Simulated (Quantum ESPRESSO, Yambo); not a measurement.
MgTe (zinc blende, space group F-43m, No. 216): static response along x against the Γ-centred k mesh (Yambo on PBEsol (Quantum ESPRESSO, PseudoDojo norm-conserving, 84 Ry, scalar-relativistic) bands; 50 bands, 4 Ry block). The smallest direct PBEsol gap is 2.34 eV.

```json
[
 {"k mesh": "4×4×4", "ε(0), independent particles": "7.47", "ε(0), RPA with local fields": "6.33"},
 {"k mesh": "6×6×6", "ε(0), independent particles": "6.39", "ε(0), RPA with local fields": "5.34"},
 {"k mesh": "8×8×8", "ε(0), independent particles": "?", "ε(0), RPA with local fields": "?"}
]
```

### Question
What does the densest mesh give?

### Answer

- 8×8×8, ε(0), independent particles: 6.20
- 8×8×8, ε(0), RPA with local fields: 5.17

The last step changes the RPA value by 3.4 %. Electronic response only; costs are rough.

Spin-orbit coupling is not included.

Geometry relaxed with PBEsol; primitive cell a = 4.5528 Å, b = 4.5528 Å, c = 4.5528 Å, α = 60.00°, β = 60.00°, γ = 60.00°.

This is not the ordinary phase of the substance; no match was found in the copy of COD used, and its stability was not checked.
